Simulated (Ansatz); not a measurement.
# Relaxation of Ga$_{15}$As$_{16}$C

These are results of Ansatz, DFT LDA, scalar-relativistic, plane waves, PAW, not measurements. Settings: 420 eV cutoff, 3×3×3 k-mesh, Gaussian smearing of 0.02 eV, no spin polarisation.

What was changed: C on a Ga site (Wyckoff letter a), charge +1, atoms relaxed at the host's cell.

In a supercell of 32 atoms the defect feels its periodic images, and the cell reads as a metal on the mesh, so a level in the gap can't be told from a carrier in the bands.

Spin polarisation was left out.

Command:

```bash
ansatz run input.yaml --threads 4 --pin off --max-ram 8192MiB --backend cpu --events-out ev --progress --plain --runs-dir out
```

Input:

```yaml
crystal:
  lattice:
    - [-5.6033815718, -5.6033815718, 5.6033815718]
    - [5.6033815718, -5.6033815718, -5.6033815718]
    - [5.6033815718, 5.6033815718, 5.6033815718]
  atoms:
    - { symbol: C, position: [0.2466856027, 0.7499486441, -0.0016670568] }
    - { symbol: Ga, position: [0.0083289753, 0.7497199273, 0.2469560231] }
    - { symbol: Ga, position: [0.4973025225, 0.5083921589, -0.0006763491] }
    - { symbol: Ga, position: [0.2496885774, 0.5084192156, 0.2469599184] }
    - { symbol: Ga, position: [0.002072213, 0.5021382572, 0.5103794657] }
    - { symbol: Ga, position: [0.7496897317, 0.7497561896, 0.4993205982] }
    - { symbol: Ga, position: [0.4972989414, 0.7497336906, 0.7579915888] }
    - { symbol: Ga, position: [0.0083370761, -0.0026429801, -0.0006700899] }
    - { symbol: Ga, position: [0.7496750301, 0.2497376863, -0.0006783549] }
    - { symbol: Ga, position: [0.4910379903, 0.2386898558, 0.2406883298] }
    - { symbol: Ga, position: [0.2496852343, 0.2497382501, 0.4993167188] }
    - { symbol: Ga, position: [0.0020641939, 0.2607712764, 0.7517231015] }
    - { symbol: Ga, position: [0.7607303029, 0.5021448215, 0.7517234543] }
    - { symbol: Ga, position: [0.7386809957, -0.0088702673, 0.2407077622] }
    - { symbol: Ga, position: [0.4910421397, -0.0089155743, 0.4882911069] }
    - { symbol: Ga, position: [0.2496918682, -0.0026152108, 0.7579808632] }
    - { symbol: As, position: [0.2498692524, 0.7483961945, 0.7819564831] }
    - { symbol: As, position: [0.031985513, 0.7454946242, -0.005433802] }
    - { symbol: As, position: [0.5059625569, 0.501154966, 0.7507411831] }
    - { symbol: As, position: [0.2493768743, 0.5358244872, 0.0013736529] }
    - { symbol: As, position: [0.0010927068, 0.5011466915, 0.2556238529] }
    - { symbol: As, position: [0.7545515971, 0.7497512761, 0.2479029313] }
    - { symbol: As, position: [0.4982800331, 0.7497433292, 0.5042043798] }
    - { symbol: As, position: [0.0011107857, 0.0060414572, 0.7507563843] }
    - { symbol: As, position: [0.744809049, 0.2448740639, 0.7430397251] }
    - { symbol: As, position: [0.4982680973, 0.2546114216, -0.0006627427] }
    - { symbol: As, position: [0.2496904748, 0.254615632, 0.2479089531] }
    - { symbol: As, position: [-0.0065721915, 0.2449055914, 0.4944937897] }
    - { symbol: As, position: [0.7448147567, 0.4934729433, 0.4944645495] }
    - { symbol: As, position: [0.7545529342, -0.0016697591, -0.0006636542] }
    - { symbol: As, position: [0.4675587756, -0.0333533003, 0.2140541184] }
    - { symbol: As, position: [0.249688675, -0.0016820682, 0.5041861279] }
  host:
    lattice:
      - [0.0, 2.8016907859, 2.8016907859]
      - [2.8016907859, 0.0, 2.8016907859]
      - [2.8016907859, 2.8016907859, 0.0]
    atoms:
      - { symbol: Ga, position: [0.0, 0.0, 0.0] }
      - { symbol: As, position: [0.75, 0.75, 0.75] }
total_charge: 1
basis:
  ecutwfc: 420
  xc_grid: 2
kpoints:
  mp_grid: { grid: [3, 3, 3], shift: [0.0, 0.0, 0.0] }
hamiltonian:
  xc: lda
scf:
  occupations: { method: gaussian, width: 0.02 }
output:
  forces: true
  stress: false
  eigenvalues: true
  charged_corrections:
    defect_position: [0.25, 0.75, 0.0]
    epsilon: [[15.8256, 0.0, 0.0], [0.0, 15.8256, 0.0], [0.0, 0.0, 15.8256]]
  write_density: true
  write_potential: true
  elf: true
  volumetric_format: npy
relax:
  adjacent_minimum: "off"
  f_tol: 0.025
  max_steps: 45
```

F is the free energy.

Steps:

```tsv
step	F − F(1) (eV)	largest force component (eV/Å)
1	0.0000	0.442
2	-0.0312	0.152
3	-0.0370	0.007
4	-0.0370	0.007
```

Relaxed structure:

```xyz
32
Lattice="-5.6034 -5.6034 5.6034 5.6034 -5.6034 -5.6034 5.6034 5.6034 5.6034" Properties=species:S:1:pos:R:3 pbc="T T T"
C     2.7971   -5.6042   -2.8071
Ga    5.5384   -2.8635   -2.7534
Ga    0.0559   -5.6583   -0.0654
Ga    2.8512   -2.8649   -0.0671
Ga    5.6592    0.0536    0.0563
Ga    2.7973   -5.6024    2.7961
Ga    5.6589   -2.7402    2.8512
Ga   -0.0643   -0.0549    0.0558
Ga   -2.8059   -5.6049    2.7966
Ga   -0.0645   -2.7402    2.7424
Ga    2.7964   -0.0007    2.7961
Ga    5.6596    2.7406    2.7428
Ga    2.7436   -2.8651    5.6595
Ga   -2.8601   -2.7415    5.5362
Ga   -0.0645    0.0527    5.5366
Ga    2.8518    2.8623    5.6595
As    7.1953   -1.2057    1.5916
As    4.0030   -4.4000   -4.0116
As    4.1712   -1.4423    4.2391
As    1.5915   -4.3997   -1.6020
As    4.2392   -1.3766   -1.3649
As    1.3560   -7.0461    1.4209
As    4.2402   -4.1624    1.4207
As    4.2387    4.1617    4.1718
As    1.3556   -1.3768    6.9575
As   -1.3640   -4.2284    1.3555
As    1.4229   -1.4433    1.3537
As    4.1721    1.4417    1.3548
As    1.3542   -4.1621    4.1718
As   -4.2485   -4.2287    4.2377
As   -1.6009   -1.2054    4.0008
As    1.4221    1.4415    4.2386
```

The run converged. Time: 7.2 min on 4 threads of Intel(R) Xeon(R) Processor @ 2.70GHz, with other jobs on the host, peak memory 4.5 GiB.